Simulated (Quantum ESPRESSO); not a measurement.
```
CELL_PARAMETERS angstrom
      0.00000     3.06597     3.06597
      3.06597     0.00000     3.06597
      3.06597     3.06597     0.00000
ATOMIC_POSITIONS crystal
  F  0.25000 0.25000 0.25000
  F  0.75000 0.75000 0.75000
  Ba 0.00000 0.00000 0.00000
```

Cell and atoms were relaxed with PBEsol from Materials Project entry mp-1029, within its symmetry.

Question: What does norm-conserving PBEsol (Quantum ESPRESSO, 84 Ry, scalar-relativistic) give for the electronic structure near the Fermi level?

Answer: The PBEsol gap is indirect, 6.86 eV, from 36 % of the way from K to Γ to Γ; the smallest direct gap is 6.98 eV.
